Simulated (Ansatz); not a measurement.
La₂Zr₂O₇:
```cif
data_La16O56Zr16
_chemical_formula_sum 'La16 Zr16 O56'
_space_group_name_H-M_alt 'Fd-3m :1'
_space_group_IT_number 227
_space_group_name_Hall 'F 4d 2 3 -1d'
_cell_length_a 10.81345
_cell_length_b 10.81345
_cell_length_c 10.81345
_cell_angle_alpha 90.000
_cell_angle_beta 90.000
_cell_angle_gamma 90.000
loop_
_atom_site_label
_atom_site_type_symbol
_atom_site_symmetry_multiplicity
_atom_site_Wyckoff_symbol
_atom_site_fract_x
_atom_site_fract_y
_atom_site_fract_z
_atom_site_occupancy
La1 La 16 c 0.12500 0.12500 0.12500 1
Zr1 Zr 16 d 0.62500 0.62500 0.62500 1
O1 O 8 a 0.00000 0.00000 0.00000 1
O2 O 48 f 0.00000 0.00000 0.29341 1
```
(The calculation used a cell of 22 atoms; values per cell refer to that cell.)

Relaxed with r²SCAN. r²SCAN in the plane-wave PAW code Ansatz gives a gap of 4.56 eV.

Question: What gap does HSE06 give on the same cell (Ansatz, PAW)?

Answer: 5.61 eV, 1.05 eV more. The hybrid was solved on a coarser mesh and at special points; its gap is the smallest among all of these.

```json
[
 {"k": "Γ", "v1 r²SCAN": "0.00", "c1 r²SCAN": "4.56", "v1 HSE06": "0.00", "c1 HSE06": "5.61"},
 {"k": "X", "v1 r²SCAN": "-0.02", "c1 r²SCAN": "4.72", "v1 HSE06": "?", "c1 HSE06": "?"},
 {"k": "L", "v1 r²SCAN": "-0.19", "c1 r²SCAN": "4.85", "v1 HSE06": "?", "c1 HSE06": "?"},
 {"k": "W", "v1 r²SCAN": "-0.23", "c1 r²SCAN": "4.77", "v1 HSE06": "?", "c1 HSE06": "?"},
 {"k": "K", "v1 r²SCAN": "-0.06", "c1 r²SCAN": "4.76", "v1 HSE06": "?", "c1 HSE06": "?"}
]
```

Question: Top valence (v1) and lowest conduction level (c1) in eV from each method's valence maximum (which need not be a listed point): supply the withheld HSE06 values.

Answer: 
- X, v1 HSE06: 0.00
- X, c1 HSE06: 5.93
- L, v1 HSE06: -0.20
- L, c1 HSE06: 6.06
- W, v1 HSE06: -0.21
- W, c1 HSE06: 6.00
- K, v1 HSE06: -0.05
- K, c1 HSE06: 5.98

Cost on shared cores: the r²SCAN run (SCF on a 5×5×5 mesh, then bands and DOS) roughly 5 core-minutes, the HSE06 run (SCF on 3×3×3, then a few points) around 16 core-minutes (rough); the tasks are unlike.

The first step of the workflow began from a Materials Project structure, measured or hypothetical; the Crystallography Open Database files this formula in space group No. 227, but the cells were not matched. Whether it is the stable phase at ambient conditions was not checked. Symmetry was held in the r²SCAN relaxation; its stability against distortions is not shown here. The run is not spin-polarised. Spin–orbit coupling is left out wherever it is not named.

Potentials: the earlier of the program's two PAW sets.
